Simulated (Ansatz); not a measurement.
## Trial structures of Y₃Si₂F: starts and ends

Method: DFT PBE, scalar-relativistic, plane waves, PAW (Ansatz 0.2.0). Settings: cutoff 420 eV, Γ-centred meshes spaced at most about 0.3 Å⁻¹, and about 0.25 Å⁻¹ or finer for metals (2π included), Gaussian smearing. No spin polarisation in the final relaxations.

Each guess was relaxed in cell and atoms at zero pressure, within the symmetry of its start. All energies are static (0 K, no zero-point motion). Coordination counts Si or Y atoms around F (for each partner element, those within 1.25 times its shortest distance or 1.15 times the sum of covalent radii, where it is the nearest in units of that sum or under 1.3; a plus sign parts groups by distance over the sum of covalent radii; the shortest distance is added where it exceeds 1.18 times the sum of covalent radii).

```
guess      made from  start group  V start (Å³/atom)  end group  V end (Å³/atom)  coordination at the end  gap on mesh (eV)  E over the lowest end (meV/atom)
    1    random cell         R-3m               42.8       R-3m             27.7                      F 2              0.09                                 0
    2    random cell         P4mm               19.5       P4mm             22.4                    F 1+4                 0                               342
    3  NaSn2Pd3 type         P6mm               19.2          ?                ?                        ?                 ?                                 ?
    4    random cell        P-6m2               20.5      P-6m2             32.5                      F 2                 0                              1072
    5   SmB2Ru3 type       P6/mmm               18.1     P6/mmm             30.1          F 12 from 4.2 Å              0.20                               736
```

Guess 3 as it starts:

```xyz
6
Lattice="5.6424 0.0000 0.0000 -2.8212 4.8865 0.0000 0.0000 0.0000 4.1674" Properties=species:S:1:pos:R:3 pbc="T T T"
Y    -1.4106    2.4432    4.1466
Y     2.8212    0.0000    4.1466
Y     1.4106    2.4432    4.1466
Si    2.8212    1.6288    2.0676
Si    0.0000    3.2576    2.0676
F     0.0000    0.0000    0.8028
```

Problem. Predict the end of this guess and its energy over the lowest end.

Solution. It ends in space group P6/mmm (No. 191), with a = 7.194 Å, c = 3.921 Å, 29.3 Å³/atom and no gap. It lies 0.60 eV/atom over the lowest end, above guess 2 and below guess 5. Counting Si or Y atoms around F, this end has F 6 from 3.6 Å and the lowest (guess 1) has F 2.

```
CELL_PARAMETERS angstrom
7.19421 0.00000 0.00000
-3.59710 6.23037 0.00000
0.00000 0.00000 3.92142
ATOMIC_POSITIONS crystal
Y 0.00000 0.50000 0.00000
Y 0.50000 0.00000 0.00000
Y 0.50000 0.50000 0.00000
Si 0.66667 0.33333 0.50000
Si 0.33333 0.66667 0.50000
F 0.00000 0.00000 0.00000
```

The zero of energy is the elements' standard structures at the same level (F₂ as a molecule); no fitted shifts are applied.

Problem. Is the lowest end bound against the elements?

Solution. Yes: its formation energy is −1.305 eV/atom. A negative formation energy is needed for stability but isn't enough: competing phases decide.

Kohn–Sham gaps at this level usually fall short of measured ones. The zero gap of P6/mmm at 29.3 Å³/atom, P-6m2 may come from the functional, which often closes small gaps, or the cell may be a true semimetal. Cells relaxed within their symmetry can be saddle points. A lower structure may well exist outside this small set. Some structure types and database cells were kept out of the candidates from the start, so a known form may be missing.
